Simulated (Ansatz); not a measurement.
## TiCo3: phonons across the zone

Method: DFT LDA, scalar-relativistic, plane waves, PAW (Ansatz 0.2.0). Settings: 420 eV plane-wave cutoff, Γ-centred 12×12×12 mesh, Fermi-Dirac smearing of 0.15 eV. No spin polarisation. Phonons by linear response, acoustic sum rule imposed.

The cell, relaxed at this level:
```xyz
4
Lattice="3.4942 0.0000 0.0000 0.0000 3.4942 0.0000 0.0000 0.0000 3.4942" Properties=species:S:1:pos:R:3 pbc="T T T"
Ti    0.0000    0.0000    0.0000
Co    0.0000    1.7471    1.7471
Co    1.7471    0.0000    1.7471
Co    1.7471    1.7471    0.0000
```

In a metal, frequencies and elastic constants depend on the k mesh and the smearing, soft modes and shear constants most. Spin polarisation was left out, and a magnetic state may lie lower.

Force constants from linear response on a 4×4×4 q mesh.

Path: Γ–X–M–Γ–R–X | R–M. Distance along the path (Å⁻¹), then the branches (cm⁻¹, negative for imaginary):
```
0.000  0 0 0 206 206 206 230 230 230 298 298 298
0.225  53 53 75 206 206 206 229 229 229 296 296 297
0.450  99 99 145 203 203 213 228 231 231 290 290 292
0.674  136 136 189 189 201 227 228 238 238 281 281 281
0.899  164 164 168 168 228 229 235 242 242 269 276 276
1.124  160 163 171 174 215 222 241 242 251 274 275 279
1.349  150 160 188 190 195 208 236 251 257 269 284 285
1.573  150 157 175 189 204 209 228 254 258 261 292 292
1.798  159 159 162 173 213 222 222 249 254 263 294 294
2.116  132 176 176 188 196 219 222 247 265 266 284 294
2.434  93 139 192 198 209 214 216 224 252 283 284 294
2.752  48 74 117 201 208 212 226 228 232 294 294 296
3.070  0 0 0 206 206 206 230 230 230 298 298 298
3.459  69 69 146 201 201 222 224 229 229 291 295 295
3.848  118 118 181 181 210 220 220 228 261 276 295 295
4.238  138 138 150 150 171 194 196 196 293 302 302 302
4.627  128 128 128 136 136 186 186 186 304 308 308 308
4.945  137 142 146 146 154 190 190 196 297 304 304 304
5.263  152 158 164 167 176 202 218 224 278 289 295 295
5.580  164 164 166 172 207 219 236 246 257 272 279 283
5.898  164 164 168 168 228 229 235 242 242 269 276 276
6.011  130 130 132 137 138 186 188 188 303 307 307 307
6.236  141 141 144 154 157 183 196 196 296 303 303 304
6.460  153 153 154 178 181 194 210 210 283 292 298 298
6.685  159 159 161 174 208 220 220 233 267 268 294 294
```

Cost: 1 run of about 3.5 core-hours, on Intel Xeon Processor @ 2.50GHz (Skylake/Cascade Lake) (shared hosts).